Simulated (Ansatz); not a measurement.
Ni$_{3}$Ge:
```yaml
crystal:
  lattice:
    - [3.53266, 0.00000, 0.00000]
    - [0.00000, 3.53266, 0.00000]
    - [0.00000, 0.00000, 3.53266]
  atoms:
    - { symbol: Ni, position: [0.50000, 0.00000, 0.50000] }
    - { symbol: Ni, position: [0.00000, 0.50000, 0.50000] }
    - { symbol: Ni, position: [0.50000, 0.50000, 0.00000] }
    - { symbol: Ge, position: [0.00000, 0.00000, 0.00000] }
```

Relaxed with r²SCAN.

Task: Tabulate the valence density and the electron localisation function along the shortest Ni–Ni contact (2.50 Å), DFT-r²SCAN in the program Ansatz with PAW potentials.

Result: 

| distance from Ni (Å) | density (e/Å³) | ELF |
|---|---|---|
| 0.25 | 34.32 | 0.59 |
| 0.37 | 17.76 | 0.47 |
| 0.50 | 7.86 | 0.36 |
| 0.62 | 3.28 | 0.28 |
| 0.75 | 1.40 | 0.22 |
| 0.87 | 0.67 | 0.18 |
| 1.00 | 0.43 | 0.18 |
| 1.12 | 0.35 | 0.23 |
| 1.25 | 0.32 | 0.26 |
| 1.37 | 0.35 | 0.23 |
| 1.50 | 0.43 | 0.18 |
| 1.62 | 0.67 | 0.18 |
| 1.75 | 1.40 | 0.22 |
| 1.87 | 3.28 | 0.28 |
| 2.00 | 7.86 | 0.36 |
| 2.12 | 17.76 | 0.47 |
| 2.25 | 34.32 | 0.59 |

The density is the valence pseudo-density with augmentation charge, so density and ELF within about 1 Å of a nucleus are not all-electron values.

Space group Pm-3m (Cu3Au type). The workflow started from a Materials Project entry (that database holds measured and hypothetical structures alike); the Crystallography Open Database copy checked does not list it. Whether it is the stable phase at ambient conditions was not checked. Symmetry was held in the r²SCAN relaxation; of distortions, only those at the zone centre were tested. No spin polarisation was allowed.

Potentials: the later of the program's two PAW sets.
